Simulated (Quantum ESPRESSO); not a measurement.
Ta4RhHfAuAl, input and log of a self-consistent run

Computed values, not a measurement. The program is pw.x of Quantum ESPRESSO 7.5 (plane-wave density functional theory). The cell is made up: eight metal atoms on a hexagonal close-packed lattice, with elements, volume, strain and displacements drawn at random and not relaxed, so it may be unstable or far from any real phase. PseudoDojo standard norm-conserving files set the functional (PBE unless stated); there is no spin polarisation or spin-orbit coupling, the Fermi-Dirac width of 0.25 eV means electrons at about 2900 K, and the masses in the input are unused placeholders. Heavy elements are run without spin-orbit coupling, which real alloys of them have. A spin test at this wide smearing found no moment, but such smearing suppresses magnetism that the real alloy may have.

Input:

```
&control calculation='scf', pseudo_dir='./dojo.nc.sr.pbe.v0_5.standard.upf', outdir='./o', disk_io='minimal', tprnfor=.true., tstress=.true. /
&system ibrav=0, nat=8, ntyp=5, nbnd=69, ecutwfc=87.97787729, nosym=.true., tot_charge=0,
 occupations='smearing', smearing='fd', degauss=0.0183746611
/
&electrons conv_thr=1.470e-08, electron_maxstep=70, mixing_beta=0.5 /
ATOMIC_SPECIES
Al 1.0 Al.upf
Au 1.0 Au.upf
Hf 1.0 Hf.upf
Rh 1.0 Rh.upf
Ta 1.0 Ta.upf
CELL_PARAMETERS angstrom
2.9223 0.0 0.0
1.4611 -2.5307 -4.5976
1.4611 7.5922 -4.5976
ATOMIC_POSITIONS angstrom
Ta -0.0079 -0.028 0.0822
Rh 1.5075 2.5788 -4.6056
Hf 1.418 -0.9926 -2.2068
Au 2.89 1.7643 -6.9264
Ta 2.8524 5.1256 -4.5563
Al 2.9128 0.0138 -4.584
Ta 2.9108 1.7886 -2.3375
Ta 4.2504 4.2492 -6.9787
K_POINTS automatic
8 5 3 1 1 1
```

The log is shortened where brackets say so; the opening notice, blank lines, dates and the lines on written files are dropped, and the path of the files is cut. It prints rydbergs, bohrs and kilobars, and counts compression as positive stress. Its total energy is the free energy E - TS of the whole cell.

```
     Program PWSCF v.7.5
     Parallel version (MPI & OpenMP), running on       4 processor cores
     Number of MPI processes:                 4
     Threads/MPI process:                     1
     [start-up lines left out]
     bravais-lattice index     =            0
     lattice parameter (alat)  =       5.5223  a.u.
     unit-cell volume          =     917.8200 (a.u.)^3
     number of atoms/cell      =            8
     number of atomic types    =            5
     number of electrons       =       103.00
     number of Kohn-Sham states=           69
     kinetic-energy cutoff     =      87.9779  Ry
     charge density cutoff     =     351.9115  Ry
     scf convergence threshold =      1.5E-08
     mixing beta               =       0.5000
     number of iterations used =            8  plain     mixing
     Exchange-correlation= PBE
                           (   1   4   3   4   0   0   0)
     [axes and pseudopotential details left out]
   Cartesian axes
     site n.     atom                  positions (alat units)
         1        Ta     tau(   1) = (  -0.0027034  -0.0095815   0.0281285  )
         2        Rh     tau(   2) = (   0.5158608   0.8824556  -1.5760189  )
         3        Hf     tau(   3) = (   0.4852342  -0.3396640  -0.7551586  )
         4        Au     tau(   4) = (   0.9889471   0.6037368  -2.3701879  )
         5        Ta     tau(   5) = (   0.9760805   1.7539609  -1.5591486  )
         6        Al     tau(   6) = (   0.9967491   0.0047223  -1.5686275  )
         7        Ta     tau(   7) = (   0.9960647   0.6120522  -0.7998837  )
         8        Ta     tau(   8) = (   1.4544708   1.4540602  -2.3880847  )
     number of k points=    60  Fermi-Dirac smearing, width (Ry)=  0.0184
                       cart. coord. in units 2pi/alat
        k(    1) = (   0.0625000   0.0192455  -0.0542926), wk =   0.0333333
        k(    2) = (   0.0625000  -0.1732093   0.0516420), wk =   0.0333333
     [further k points left out]
     Dense  grid:   102455 G-vectors     FFT dimensions: (  36,  64, 108)
     Estimated max dynamical RAM per process >     403.81 MB
     Estimated total dynamical RAM >       1.50 GB
     Initial potential from superposition of free atoms
     starting charge     102.9913, renormalised to     103.0000
     Starting wfcs are   74 randomized atomic wfcs
     total cpu time spent up to now is       15.7 secs
     per-process dynamical memory:   322.8 Mb
     Self-consistent Calculation
     iteration #  1     ecut=    87.98 Ry     beta= 0.50
     Davidson diagonalization with overlap
     ethr =  1.00E-02,  avg # of iterations =  2.5
     total cpu time spent up to now is       51.4 secs
     total energy              =   -1161.92245735 Ry
     estimated scf accuracy    <      10.79165108 Ry
     iteration #  2     ecut=    87.98 Ry     beta= 0.50
     Davidson diagonalization with overlap
     ethr =  1.00E-02,  avg # of iterations =  4.8
     total cpu time spent up to now is      100.2 secs
     total energy              =   -1159.98814457 Ry
     estimated scf accuracy    <     179.02009148 Ry
     iteration #  3     ecut=    87.98 Ry     beta= 0.50
     Davidson diagonalization with overlap
     ethr =  1.00E-02,  avg # of iterations =  4.6
     total cpu time spent up to now is      145.3 secs
     total energy              =   -1168.27545172 Ry
     estimated scf accuracy    <      21.83592970 Ry
     iteration #  4     ecut=    87.98 Ry     beta= 0.50
     Davidson diagonalization with overlap
     ethr =  1.00E-02,  avg # of iterations =  2.0
     total cpu time spent up to now is      174.5 secs
     total energy              =   -1169.11109622 Ry
     estimated scf accuracy    <       5.32660709 Ry
     iteration #  5     ecut=    87.98 Ry     beta= 0.50
     Davidson diagonalization with overlap
     ethr =  5.17E-03,  avg # of iterations =  1.1
     total cpu time spent up to now is      201.4 secs
     total energy              =   -1169.21856183 Ry
     estimated scf accuracy    <       1.20064031 Ry
     [iterations 6 to 13 left out]
     iteration # 14     ecut=    87.98 Ry     beta= 0.50
     Davidson diagonalization with overlap
     ethr =  7.72E-09,  avg # of iterations =  2.0
     total cpu time spent up to now is      489.3 secs
     total energy              =   -1169.24165728 Ry
     estimated scf accuracy    <       0.00001006 Ry
     iteration # 15     ecut=    87.98 Ry     beta= 0.50
     Davidson diagonalization with overlap
     ethr =  7.72E-09,  avg # of iterations =  1.2
     total cpu time spent up to now is      515.3 secs
     total energy              =   -1169.24165807 Ry
     estimated scf accuracy    <       0.00000442 Ry
     iteration # 16     ecut=    87.98 Ry     beta= 0.50
     Davidson diagonalization with overlap
     ethr =  4.29E-09,  avg # of iterations =  1.0
     total cpu time spent up to now is      541.8 secs
     total energy              =   -1169.24165837 Ry
     estimated scf accuracy    <       0.00000007 Ry
     iteration # 17     ecut=    87.98 Ry     beta= 0.50
     Davidson diagonalization with overlap
     ethr =  6.66E-11,  avg # of iterations =  3.6
     total cpu time spent up to now is      574.5 secs
     total energy              =   -1169.24165837 Ry
     estimated scf accuracy    <       0.00000006 Ry
     iteration # 18     ecut=    87.98 Ry     beta= 0.50
     Davidson diagonalization with overlap
     ethr =  5.64E-11,  avg # of iterations =  1.1
     total cpu time spent up to now is      599.7 secs
     End of self-consistent calculation
     [lines on levels left out]
!    total energy              =   -1169.24165838 Ry
     estimated scf accuracy    <          3.5E-09 Ry
     smearing contrib. (-TS)   =      -0.10718212 Ry
     internal energy E=F+TS    =   -1169.13447626 Ry
     The total energy is F=E-TS. E is the sum of the following terms:
     one-electron contribution =    -399.75491877 Ry
     hartree contribution      =     251.73437125 Ry
     xc contribution           =    -239.54312042 Ry
     ewald contribution        =    -781.57080832 Ry
     convergence has been achieved in  18 iterations
     Forces acting on atoms (cartesian axes, Ry/au):
     atom    1 type  5   force =     0.00054205    0.07512851   -0.07176644
     atom    2 type  4   force =    -0.00437887   -0.00878273    0.02257787
     atom    3 type  3   force =     0.00003048    0.11974979   -0.06961403
     atom    4 type  2   force =    -0.00460559   -0.02965382    0.03064772
     atom    5 type  5   force =     0.00272180   -0.09475323    0.02476276
     atom    6 type  1   force =    -0.00165139    0.03757642   -0.01086288
     atom    7 type  5   force =    -0.00226141   -0.00209745   -0.02139015
     atom    8 type  5   force =     0.00960293   -0.09716749    0.09564514
     Total force =     0.250414     Total SCF correction =     0.000255
     Computing stress (Cartesian axis) and pressure
          total   stress  (Ry/bohr**3)                   (kbar)     P=      142.16
   0.00064465   0.00000314  -0.00002950           94.83        0.46       -4.34
   0.00000314   0.00079413   0.00012859            0.46      116.82       18.92
  -0.00002950   0.00012859   0.00146033           -4.34       18.92      214.82
     init_run     :     14.97s CPU     15.44s WALL (       1 calls)
     electrons    :    573.40s CPU    583.97s WALL (       1 calls)
     forces       :      4.59s CPU      4.62s WALL (       1 calls)
     stress       :     16.03s CPU     16.42s WALL (       1 calls)
     [timing details left out]
     PWSCF        :  10m 9.27s CPU  10m20.87s WALL
     JOB DONE.
```

In other units: free energy -15908.343 eV for the cell, pressure 14.22 GPa, largest force component 3.079 eV/Å in size. The run took 623 s of wall time with four MPI processes on a shared machine (Intel Xeon, older, virtual cores), so the time is rough. A rerun of this cell at a higher cutoff and on a denser mesh moved values by no more than 0.004 eV in energy, 0.04 GPa in stress and 0.008 eV/Å in force, and a second program with other atomic files agreed on that cell to 2 % rms in force and 0.5 GPa in pressure.